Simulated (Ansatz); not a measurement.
Consider a crystal of YAlC₄N₄ in space group P4/mmm (No. 123), with Y on 1c; Al on 1a; C on 4j; N on 4j. A trial structure of YAlC₄N₄ was built thus: stacked square cyanide-bridged sheets.

All numbers below come from Ansatz 0.2.0, DFT PBE, scalar-relativistic, plane waves, PAW. Cutoff 420 eV, Γ-centred mesh, Gaussian smearing, no spin polarisation.

The zero of energy is the elements' standard structures at the same level (N₂ as a molecule); no fitted shifts are applied.

Q: Which cell and coordinates does it relax to?

A:

Space group P4/mmm (No. 123). a = 7.816 Å, b = 7.816 Å, c = 3.589 Å, α = 90.00°, β = 90.00°, γ = 90.00°
| atom | site | symmetry | x | y | z |
| --- | --- | --- | --- | --- | --- |
| Y | 1c | 4/mmm | 0.5000 | 0.5000 | 0.0000 |
| Al | 1a | 4/mmm | 0.0000 | 0.0000 | 0.0000 |
| C | 4j | m.2m | 0.1817 | 0.8183 | 0.0000 |
| N | 4j | m.2m | 0.2877 | 0.7123 | 0.0000 |

Around Y lie 4 N at 2.35 Å; around Al lie 4 C at 2.01 Å; C is surrounded by 1 N at 1.17 Å and 1 Al at 2.01 Å; around N lie 1 C at 1.17 Å and 1 Y at 2.35 Å. Another local minimum with the same sites may exist.

Q: And its energy and gap?

A: The energy over the elements is +0.06 eV/atom and the gap on the 6×6×10 mesh of the 10-atom cell is 0 eV (the bands overlap slightly). A positive value: parting into the elements would lower its energy.

The last run used Gaussian smearing of 0.10 eV. The zero gap may come from the functional, which often closes small gaps, or the cell may be a true semimetal. The reference form of C is held partly by dispersion forces, which this level lacks. Symmetry constrained the relaxation, so the result can be a saddle point.
